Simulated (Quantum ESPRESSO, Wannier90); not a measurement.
## Wannier functions of RbHS (P2₁/m)

```yaml
crystal:
  lattice:
    - [4.58461, 0.00000, 0.00000]
    - [0.00000, 5.14523, 0.00000]
    - [-1.38609, 0.00000, 6.75920]
  atoms:
    - { symbol: Rb, position: [0.23093, 0.25000, 0.76158] }
    - { symbol: Rb, position: [0.76907, 0.75000, 0.23842] }
    - { symbol: H, position: [0.52106, 0.25000, 0.39446] }
    - { symbol: H, position: [0.47894, 0.75000, 0.60554] }
    - { symbol: S, position: [0.26511, 0.25000, 0.25989] }
    - { symbol: S, position: [0.73489, 0.75000, 0.74011] }
```

Cell from Materials Project (mp-696804), symmetrised, no further relaxation. Not found in the COD (Crystallography Open Database) copy used; not checked further. Level: PBEsol, no spin polarisation, no spin-orbit coupling; pw.x of Quantum ESPRESSO at 58 Ry with PseudoDojo potentials, 6×6×4 k-points, Wannier90. Density: 8×6×6 mesh, cold smearing 0.01 Ry.

Functional, cutoff and mesh named above are those of the base row (58); the first column says what each row takes instead. Model: 8 functions from bands 3-4,11-16, start SCDM (isolated) (the valence bands). Energies are relative to the valence-band maximum; the misfit is to pw.x on a path, for all bands of the set. Only the plane-wave cutoff changes (density cutoff four times as high). Ω_total can sit in another minimum from row to row; Ω_I of an isolated set cannot.

```csv
ecutwfc (Ry),Ω_I (Å²),Ω_total (Å²),rms misfit (meV),gap (eV),ΔE to highest cutoff (meV/atom),"plane waves a k-point, about (cost)",rough cost of nscf and overlaps (first row = 1)
29,11.73,12.90,0.4,2.999,142.6,2800,1.0
36,11.70,12.87,0.3,2.994,28.0,3900,1.3
44,11.69,12.86,0.3,2.996,7.3,5300,2.1
58,11.69,12.86,0.3,2.997,1.3,8000,3
72,11.69,12.86,0.3,2.997,?,11000,4
90,11.69,12.86,0.3,2.996,0.0,16000,6
```

Question: Some entries are withheld; supply them.

Answer: 
- 72, ΔE to highest cutoff (meV/atom): 0.2
